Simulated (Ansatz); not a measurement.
This run works on a proposed trial structure, not on a known crystal.

Input and command of a plane-wave DFT calculation in Ansatz:

```yaml
crystal:
  lattice:
    - [4.2937335755, -6.4821133378, 0.0]
    - [4.2937335755, 6.4821133378, 0.0]
    - [-2.516273733, 0.0, 6.8418019417]
  atoms:
    - { symbol: Ti, position: [0.9169237631, 0.0830762369, 0.75] }
    - { symbol: Ti, position: [0.0830762369, 0.9169237631, 0.25] }
    - { symbol: Tl, position: [0.5785413883, 0.4214586117, 0.75] }
    - { symbol: Tl, position: [0.4214586117, 0.5785413883, 0.25] }
    - { symbol: Tl, position: [0.2686676269, 0.7313323731, 0.75] }
    - { symbol: Tl, position: [0.7313323731, 0.2686676269, 0.25] }
    - { symbol: Te, position: [0.5, 0.0, 0.5] }
    - { symbol: Te, position: [0.0, 0.5, 0.0] }
    - { symbol: Te, position: [0.2526019809, 0.1128422165, 0.9988118688] }
    - { symbol: Te, position: [0.7473980191, 0.8871577835, 0.0011881312] }
    - { symbol: Te, position: [0.1128422165, 0.2526019809, 0.4988118688] }
    - { symbol: Te, position: [0.8871577835, 0.7473980191, 0.5011881312] }
basis:
  ecutwfc: 420
kpoints:
  mp_grid: { grid: [4, 4, 4] }
hamiltonian:
  xc: pbe
scf:
  occupations: { method: gaussian, width: 0.1 }
  lower_state_search: "off"
output:
  forces: true
  stress: true
  eigenvalues: true
```

```bash
ansatz run input.yaml --threads 1 --pin off --max-ram 2560MiB --backend cpu --events-out ev --progress --plain --runs-dir out
```

Processor: Arm Neoverse V2, 1 thread, on a host shared with other jobs.

Q: How long does it run, and how much memory does it take?

A: About 60 s, peak memory 1 GiB. It solves 104 bands at 24 k points (after reduction by symmetry) with about 7427 plane waves, in 9 SCF iterations.
